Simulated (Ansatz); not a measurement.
Values for one crystal, relaxed and computed with the program Ansatz at the r²SCAN level (PAW); other levels are named.

| Property | Result |
|---|---|
| Volume per atom | 19.21 Å³ |
| Electronic character | metallic (no gap) |
| Formation energy from the elements (no fitted shifts) | -0.029 eV/atom |
| Bulk modulus (Birch–Murnaghan fit) | 191 GPa |
| Density of states at the Fermi level | 1.0 states/eV per atom (mean over ±0.08 eV) |
| Pressure derivative B′ | 4.3 |
| Gap with spin–orbit coupling | none (metallic) |

Q: Which of these materials gives this?
A) La3Tl, Cu3Au type
B) ZrNi2, cubic Laves (MgCu2 type)
C) LaIn3, Cu3Au type
D) LaOs2, cubic Laves (MgCu2 type)

A: D, LaOs2, cubic Laves (MgCu2 type)

Space group Fd-3m (cubic Laves (MgCu2 type)). The workflow started from an entry of the Crystallography Open Database (COD). Whether it is the stable phase at ambient conditions was not checked. Symmetry was held in the r²SCAN relaxation; whether a distortion lowers the energy is not shown. No spin polarisation was allowed. The references are the lowest solids computed at this level, not always the standard phases. Spin–orbit coupling is left out wherever it is not named.

Potentials: the later of the program's two PAW sets.
